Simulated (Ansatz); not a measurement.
Consider the following.

HfC:
```
CELL_PARAMETERS angstrom
      0.00000     2.49795     2.49795
      2.49795     0.00000     2.49795
      2.49795     2.49795     0.00000
ATOMIC_POSITIONS crystal
  Hf 0.00000 0.00000 0.00000
  C  0.25000 0.25000 0.25000
```

This is the PBEsol-relaxed structure.

All from PBEsol in the plane-wave PAW code Ansatz, unless another level is named. Give the electronic dielectric constant ε∞ (DFPT).

22.4.

What about the static dielectric constant ε0 (ions relaxed, cell fixed)?

30.2.

What about the Born charges (a third of the trace)?

Hf +4.15, C -4.15 e.

Space group F-43m (zinc blende). The start of the workflow was typed in or built on a structure type; neither database checked (COD, Materials Project) lists it. It is not the phase usual at ambient conditions (space group No. 225). Symmetry was held in the PBEsol relaxation; its stability against distortions is not shown here. No spin polarisation was allowed. Scalar-relativistic: spin–orbit coupling is off unless named, which matters more the heavier the elements.

Potentials: the later of the program's two PAW sets.
